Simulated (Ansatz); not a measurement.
Relaxed-ion elastic tensor of Ni (hcp (Mg type), P6_3/mmc) in GPa (Voigt order), the program Ansatz at the PBEsol level (PAW); density 9.35 g/cm³, 10.42 Å³ per atom.

|  | 1 | 2 | 3 | 4 | 5 | 6 |
|---|---|---|---|---|---|---|
| 1 | 370 | 172 | 141 | 0.0 | 0.0 | 0.0 |
| 2 | 172 | 370 | 141 | 0.0 | 0.0 | 0.0 |
| 3 | 141 | 141 | 402 | 0.0 | 0.0 | 0.0 |
| 4 | 0.0 | 0.0 | 0.0 | 66.2 | 0.0 | 0.0 |
| 5 | 0.0 | 0.0 | 0.0 | 0.0 | 66.2 | 0.0 |
| 6 | 0.0 | 0.0 | 0.0 | 0.0 | 0.0 | 99.3 |

Problem. Is the crystal mechanically stable?

Solution. Yes: the smallest eigenvalue of C is 66.2 GPa.

Problem. Work out the Voigt, Reuss and Hill averages.

Solution. K_V = 228, K_R = 228, K_H = 228; G_V = 92.3, G_R = 86.2, G_H = 89.2 GPa.

Problem. Give Young's modulus, Poisson's ratio, Pugh's ratio and the universal anisotropy index.

Solution. E = 9KG/(3K + G) = 237 GPa; ν = 0.33; K/G = 2.55 (ductile by the Pugh limit of 1.75); A_U = 5G_V/G_R + K_V/K_R − 6 = 0.36.

Problem. Estimate the sound speeds and the Debye temperature.

Solution. v_l = √((K + 4G/3)/ρ) = 6090 m/s, v_t = √(G/ρ) = 3090 m/s, mean 3460 m/s; Θ = (h/k)(3n/4πV)^(1/3) v_m = 472 K.

Problem. How much does each axis shrink under pressure?

Solution. Linear compressibilities β_i = Σ_j S_ij (j = 1 to 3): x 1.5, y 1.5, z 1.5 per TPa.

The first step of the workflow began from a Materials Project structure, measured or hypothetical; the Crystallography Open Database files this formula in space group No. 194, but the cells were not matched. It is not the phase usual at ambient conditions (space group No. 225). Symmetry was held in the PBEsol relaxation; its stability against distortions is not shown here. The final state is ferromagnetic, chosen from 5 collinear starts compared on coarse meshes (ties went to the first, and starts can fall back to one state), not a proven ground state. As this level gives no gap, shear constants depend on the k-mesh and smearing (Fermi–Dirac, 0.1 eV here). On the denser mesh and wider smearing of the elastic run this cell carries a stress of 0.5 GPa.

Potentials: the earlier of the program's two PAW sets. The files were generated under PBE; for other functionals the program regenerates the frozen cores, and for LDA and PBEsol the local potential too.
